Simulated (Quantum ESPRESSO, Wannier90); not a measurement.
**BaNaH₆Ir (F-43m), plane waves to Wannier functions**

Structure: Materials Project mp-1182061, symmetrised, not relaxed again. Not found in the COD (Crystallography Open Database) copy used; not checked further. Method: LDA plane waves in Quantum ESPRESSO 7.5 (PseudoDojo norm-conserving files, 71 Ry, no spin polarisation, no spin-orbit coupling), Bloch states on a 4×4×4 mesh through Γ, Wannier90 4.0.1. Density: 8×8×8 mesh, cold smearing 0.01 Ry. Spin-orbit coupling is left out although heavy elements are present.

```
begin unit_cell_cart
ang
    0.0000000000    3.9225500000    3.9225500000
    3.9225500000    0.0000000000    3.9225500000
    3.9225500000    3.9225500000    0.0000000000
end unit_cell_cart
mp_grid = 4 4 4
```

Neighbour vectors b of the finite-difference formula (Å⁻¹), by shell:

```tsv
shell	b_x	b_y	b_z
1	0.20023	0.20023	-0.20023
1	0.20023	-0.20023	0.20023
1	-0.20023	0.20023	0.20023
1	0.20023	0.20023	0.20023
1	-0.20023	-0.20023	0.20023
1	-0.20023	0.20023	-0.20023
1	0.20023	-0.20023	-0.20023
1	-0.20023	-0.20023	-0.20023
```

### Question
Find the weights w_b from the completeness condition Σ_b w_b b_α b_β = δ_αβ.

### Answer
Shell 1: Σ b_x² = 0.321, Σ b_y² = 0.321, Σ b_z² = 0.321 Å⁻²
Each of the three diagonal sums, weighted, has to give 1 and the off-diagonal ones 0, which holds for w_1 = 3.12 Å². Check on xx: 3.12×0.321 = 1.00.

On this mesh the 9 functions of bands 13-21 (valence bands; start: SCDM (isolated), conv_tol = 1.0e-6) end with spreads 1.5643, 1.5643, 1.5647, 1.7846, 1.7846, 1.7845, 1.7844, 1.7844, 1.7845 Å², Ω_I = 13.7610 Å² and Ω_D = 0.0048 Å².

Ω_total is the sum of the spreads, 15.400 Å². Ω_OD = Ω_total − Ω_I − Ω_D = 1.634 Å². Only (Ω_D + Ω_OD)/Ω_total = 10.6 % depends on the gauge, and another start could lower the total by that share at most. The rms radius is √(Ω_total/9) = 1.31 Å.
